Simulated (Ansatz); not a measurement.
Zr (hcp (Mg type), space group No. 194) under volume change, LDA (plane waves, PAW; program Ansatz), shape and atoms relaxed at each volume.

```csv
V (Å³/atom),E − E(relaxed) (meV/atom),P (GPa)
19.825,62.8,10.92
20.479,26.8,6.84
21.132,6.4,3.22
21.786,0.0,0.00
22.439,6.0,-2.87
23.093,23.0,-5.44
23.747,49.9,-7.71
```

**Question.** What does a third-order Birch–Murnaghan fit give for V₀, B₀ and B′?

**Answer.** V₀ = 21.78 Å³/atom, B₀ = 101 GPa, B′ = 2.9.

Space group P6_3/mmc (hcp (Mg type)). The LDA relaxation kept the symmetry of its start. The run is not spin-polarised.

Potentials: the earlier of the program's two PAW sets. The files were generated under PBE; for other functionals the program regenerates the frozen cores, and for LDA and PBEsol the local potential too.
